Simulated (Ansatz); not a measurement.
**Si with phosphorus replacing Si: gradients before and after relaxing the atoms**

Start: a supercell of Si (diamond type, Fd-3m) built from an entry of the Crystallography Open Database (COD) (the entry's cell lengths or inner coordinates differ somewhat from later room-temperature determinations), with all atoms left at the host's positions.

```yaml
crystal:
  lattice:
    - [0.00000, 8.14068, 8.14068]
    - [8.14068, 0.00000, 8.14068]
    - [8.14068, 8.14068, 0.00000]
  atoms:
    - { symbol: P, position: [0.25000, 0.25000, 0.25000] }
    - { symbol: Si, position: [0.25000, 0.25000, 0.58333] }
    - { symbol: Si, position: [0.25000, 0.25000, 0.91667] }
    - { symbol: Si, position: [0.25000, 0.58333, 0.25000] }
    - { symbol: Si, position: [0.25000, 0.58333, 0.58333] }
    - { symbol: Si, position: [0.25000, 0.58333, 0.91667] }
    - { symbol: Si, position: [0.25000, 0.91667, 0.25000] }
    - { symbol: Si, position: [0.25000, 0.91667, 0.58333] }
    - { symbol: Si, position: [0.25000, 0.91667, 0.91667] }
    - { symbol: Si, position: [0.58333, 0.25000, 0.25000] }
    - { symbol: Si, position: [0.58333, 0.25000, 0.58333] }
    - { symbol: Si, position: [0.58333, 0.25000, 0.91667] }
    - { symbol: Si, position: [0.58333, 0.58333, 0.25000] }
    - { symbol: Si, position: [0.58333, 0.58333, 0.58333] }
    - { symbol: Si, position: [0.58333, 0.58333, 0.91667] }
    - { symbol: Si, position: [0.58333, 0.91667, 0.25000] }
    - { symbol: Si, position: [0.58333, 0.91667, 0.58333] }
    - { symbol: Si, position: [0.58333, 0.91667, 0.91667] }
    - { symbol: Si, position: [0.91667, 0.25000, 0.25000] }
    - { symbol: Si, position: [0.91667, 0.25000, 0.58333] }
    - { symbol: Si, position: [0.91667, 0.25000, 0.91667] }
    - { symbol: Si, position: [0.91667, 0.58333, 0.25000] }
    - { symbol: Si, position: [0.91667, 0.58333, 0.58333] }
    - { symbol: Si, position: [0.91667, 0.58333, 0.91667] }
    - { symbol: Si, position: [0.91667, 0.91667, 0.25000] }
    - { symbol: Si, position: [0.91667, 0.91667, 0.58333] }
    - { symbol: Si, position: [0.91667, 0.91667, 0.91667] }
    - { symbol: Si, position: [0.16667, 0.16667, 0.16667] }
    - { symbol: Si, position: [0.16667, 0.16667, 0.50000] }
    - { symbol: Si, position: [0.16667, 0.16667, 0.83333] }
    - { symbol: Si, position: [0.16667, 0.50000, 0.16667] }
    - { symbol: Si, position: [0.16667, 0.50000, 0.50000] }
    - { symbol: Si, position: [0.16667, 0.50000, 0.83333] }
    - { symbol: Si, position: [0.16667, 0.83333, 0.16667] }
    - { symbol: Si, position: [0.16667, 0.83333, 0.50000] }
    - { symbol: Si, position: [0.16667, 0.83333, 0.83333] }
    - { symbol: Si, position: [0.50000, 0.16667, 0.16667] }
    - { symbol: Si, position: [0.50000, 0.16667, 0.50000] }
    - { symbol: Si, position: [0.50000, 0.16667, 0.83333] }
    - { symbol: Si, position: [0.50000, 0.50000, 0.16667] }
    - { symbol: Si, position: [0.50000, 0.50000, 0.50000] }
    - { symbol: Si, position: [0.50000, 0.50000, 0.83333] }
    - { symbol: Si, position: [0.50000, 0.83333, 0.16667] }
    - { symbol: Si, position: [0.50000, 0.83333, 0.50000] }
    - { symbol: Si, position: [0.50000, 0.83333, 0.83333] }
    - { symbol: Si, position: [0.83333, 0.16667, 0.16667] }
    - { symbol: Si, position: [0.83333, 0.16667, 0.50000] }
    - { symbol: Si, position: [0.83333, 0.16667, 0.83333] }
    - { symbol: Si, position: [0.83333, 0.50000, 0.16667] }
    - { symbol: Si, position: [0.83333, 0.50000, 0.50000] }
    - { symbol: Si, position: [0.83333, 0.50000, 0.83333] }
    - { symbol: Si, position: [0.83333, 0.83333, 0.16667] }
    - { symbol: Si, position: [0.83333, 0.83333, 0.50000] }
    - { symbol: Si, position: [0.83333, 0.83333, 0.83333] }
```

Atom numbers follow the list; atoms alike are taken as one site, whose name carries the number of the first.

The numbers come from a DFT calculation in Ansatz (PBE, plane waves and PAW, scalar-relativistic, 420 eV cutoff, Γ-centred 2×2×2 k-points, Fermi–Dirac smearing 0.01 eV, cell charge +1).

The largest force at the start is 0.29 eV/Å. Relaxing the ions at fixed cell moves them by 0.019 Å at most (atom 2, Si) and 0.011 Å rms.

```tsv
site	atom	moved (Å)	first shell before	first shell after	V_zz before (10²¹ V/m²)	η before
P	1	0.000	4 Si at 2.35 Å	4 Si at 2.35 Å	0.00	–
Si2	2	0.019	4 Si at 2.35 Å	4 Si at 2.35–2.37 Å	0.73	0.29
Si5	5	0.005	4 Si at 2.35 Å	4 Si at 2.35 Å	-0.16	0.00
Si9	9	0.005	4 Si at 2.35 Å	4 Si at 2.35 Å	-0.17	0.00
Si15	15	0.005	4 Si at 2.35 Å	4 Si at 2.35 Å	-0.078	0.72
Si28	28	0.002	1 P at 2.35 Å, 3 Si at 2.35 Å	1 P at 2.35 Å, 3 Si at 2.36 Å	5.01	0.00
Si30	30	0.009	4 Si at 2.35 Å	4 Si at 2.35–2.37 Å	0.50	0.81
Si32	32	0.010	4 Si at 2.35 Å	4 Si at 2.35 Å	-0.21	0.74
Si45	45	0.001	4 Si at 2.35 Å	4 Si at 2.35 Å	0.064	0.00
```

Problem. What are V_zz and η after the relaxation?

Solution. 

```csv
site,atom,V_zz after,η after,change of V_zz
P,1,0.00,–,0.00
Si2,2,0.86,0.48,+0.13
Si5,5,-0.13,0.00,+0.03
Si9,9,-0.13,0.00,+0.04
Si15,15,-0.12,0.68,-0.04
Si28,28,4.90,0.00,-0.11
Si30,30,0.62,0.82,+0.12
Si32,32,-0.21,0.86,0.00
Si45,45,0.040,0.00,-0.02
```

The largest change of V_zz is on Si2, from 0.73 to 0.86. In per cent, |V_zz| changes by -2 to +17 on Si (all sites that start above 0.5). Where |V_zz| stays above 0.1, η moves most on Si2, from 0.29 to 0.48. Other sites without a gradient aren't listed.

The defect repeats with the cell of 54 atoms, so it feels its images: sites between two images don't show the values beside a lone defect, and zeros or small values of η there can come from the images' arrangement. A uniform background compensates the cell's charge.
Before: With a gap of 0.4 eV on this mesh, small gradients can still move by 0.1 × 10²¹ V/m² or more as the k-mesh gets denser. The neighbours have not yet relaxed around the defect (largest force 0.29 eV/Å), so a real crystal will differ.
After: The relaxation keeps the site symmetry -43m of the start, so the impurity can't leave its site; a start off the site could end lower. With a gap of 0.5 eV on this mesh, small gradients can still move by 0.1 × 10²¹ V/m² or more as the k-mesh gets denser.
